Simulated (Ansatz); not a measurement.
The calculation used DFT, BLYP, plane waves (420 eV) with PAW, scalar-relativistic (Ansatz 0.2.0). (PAW data from PBE, frozen cores regenerated.)

An element in the simple cubic structure gives this curve. The cell is scaled uniformly from the relaxed one, with fractional coordinates and shape fixed. Energies are extrapolated to zero smearing, pressures are those at the given smearing. Magnetic state: spin not included.

```
V (Å³/atom)  E − E₀ (meV/atom)  P (GPa)
     14.243               72.4    13.37
     14.890               29.2     8.14
     15.538                5.8     3.48
     16.185               -0.3    -0.31
     16.832                7.7    -3.26
     17.480               26.2    -5.47
     18.127               52.5    -7.18
```

(1) Which element is it?
A. rhodium
B. silicon
C. vanadium
D. phosphorus

Answers

(1) D. Its fit is V₀ = 16.12 Å³/atom, B₀ = 84 GPa, B₀′ = 4.6.
